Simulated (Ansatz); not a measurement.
## TeTi$_{2}$: converged, but where?

We look at TeTi$_{2}$: a molecule or cluster in a periodic box (not relaxed), with 3 atoms per cell.

The calculation used DFT, PBE, PAW (an earlier, harder data set), plane waves, scalar-relativistic in Ansatz development build ahead of 0.2.0.

```yaml
crystal:
  lattice:
    - [11.167257, 0.0, 0.0]
    - [0.0, 10.507532, 0.0]
    - [0.0, 0.0, 10.249931]
  atoms:
    - { symbol: Te, position: [0.49966385, 0.50611124, 0.46823355] }
    - { symbol: Ti, position: [0.38192197, 0.27719691, 0.49927696], spin: 2 }
    - { symbol: Ti, position: [0.71510581, 0.58923447, 0.59501868], spin: -2 }
hamiltonian:
  xc: pbe
  pseudopotentials: { kind: paw }
kpoints:
  mp_grid: { grid: [1, 1, 1], shift: [0, 0, 0] }
magnetization:
  spin_polarized: true
scf:
  occupations: { method: fermi_dirac }
```

Settings in force: cutoff 740 eV, smearing width 0.1 eV; default search for lower states.

The run converged after 54 iterations in all: opposed spins, site moments Ti2 1.94, Ti3 -2.05 μB, total -0.08 μB per cell.

Site moments are taken inside atomic spheres and don't add up to the total.

The run converged. Is this the lowest state of the cell, and if not, what lies lower and how is it reached?

No. A state 24.0 meV/atom (0.072 eV per cell) lower exists in this cell: parallel spins, site moments Ti2 -1.98, Ti3 -2.09 μB, total -6.00 μB per cell. It was reached from: standard search for lower states [Ti2 2.00, Ti3 -2.00 μB]; full search for lower states [Ti2 2.00, Ti3 -2.00 μB]. Only collinear spins were tried. No run without spin polarisation was made.
